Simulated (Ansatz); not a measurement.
Crystals of one structure type (zinc blende) and one family of elements, relaxed and computed with the program Ansatz at the PBE level (PAW).

```json
[
 {"crystal": "BN", "V (Å³/atom)": "5.95", "B₀ by P(V) fit (GPa)": "371"},
 {"crystal": "BP", "V (Å³/atom)": "11.76", "B₀ by P(V) fit (GPa)": "162"},
 {"crystal": "GaN", "V (Å³/atom)": "11.77", "B₀ by P(V) fit (GPa)": "171"},
 {"crystal": "BAs", "V (Å³/atom)": "13.90", "B₀ by P(V) fit (GPa)": "131"},
 {"crystal": "GaP", "V (Å³/atom)": "20.87", "B₀ by P(V) fit (GPa)": "?"},
 {"crystal": "GaAs", "V (Å³/atom)": "23.70", "B₀ by P(V) fit (GPa)": "60.2"},
 {"crystal": "InP", "V (Å³/atom)": "26.46", "B₀ by P(V) fit (GPa)": "59.2"}
]
```

**Question.** Fit a straight line to ln B₀ against ln V and predict the withheld value.

**Answer.** Least squares on the 6 shown rows: ln B₀ = -1.28 × ln V + (8.234), with a scatter of 5.0 %. For GaP this gives 77.1. The run itself gave 76.6, a miss of 0.7 % of that.

All cells were relaxed under the symmetry of their starts (and spin orders); stability against distortions was not tested throughout. Scalar-relativistic: spin–orbit coupling is off unless named, which matters more the heavier the elements.

Potentials: the earlier of the program's two PAW sets.
